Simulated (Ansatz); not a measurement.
## HgPt: pressure against volume

HgPt, P4/mmm, a = 3.004 Å, c = 3.899 Å. The structure is a COD entry; whether it is the stable form wasn't checked. Ansatz: r2SCAN, PAW, 500 eV, Γ-centred 14×14×12 mesh on 2 atoms, Gaussian smearing 0.10 eV; no spin polarisation. Shape and atoms are relaxed at each volume; pressure is positive in compression.

| V (Å³/atom) | P (GPa) |
| --- | --- |
| 15.480 | ? |
| 16.008 | 20.03 |
| 16.535 | 12.00 |
| 17.063 | 5.42 |
| 17.591 | 0.02 |
| 18.118 | -4.39 |
| 18.646 | -7.97 |
| 19.350 | -11.70 |

Task: Take V0 = 17.591 Å³/atom, count pressures from its P0 = 0.02 GPa, fit the third-order Birch–Murnaghan form to the other rows, and predict the missing pressure.

Result: With the Eulerian strain f = ½[(V0/V)^(2/3) − 1] and y = (P − P0)/[3f(1 + 2f)^(5/2)], the form is the line y = B0 + 1.5 B0 (B0′ − 4) f. Rows (f, y): 0.03244, 175.7; 0.02107, 170.9; 0.01026, 166.8; -0.00974, 158.5; -0.01904, 154.1; -0.03078, 148.8. Means f = 0.0007017, y = 162.47; Σ(Δf)² = 0.003003, ΣΔfΔy = 1.270; the slope is their ratio. y = 162.2 + 422.9 f GPa, so B0 = 162.2 GPa and B0′ = 4 + 2 × (422.9)/(3 × 162.2) = 5.74. At V = 15.480, f = 0.04448, y = 181.01 and P = 29.91 GPa. The run gave 29.83 GPa, so the fit is 0.08 GPa too high, a small miss on the scale of the series.

Spin–orbit coupling is left out, which can shift energies with elements as heavy as these.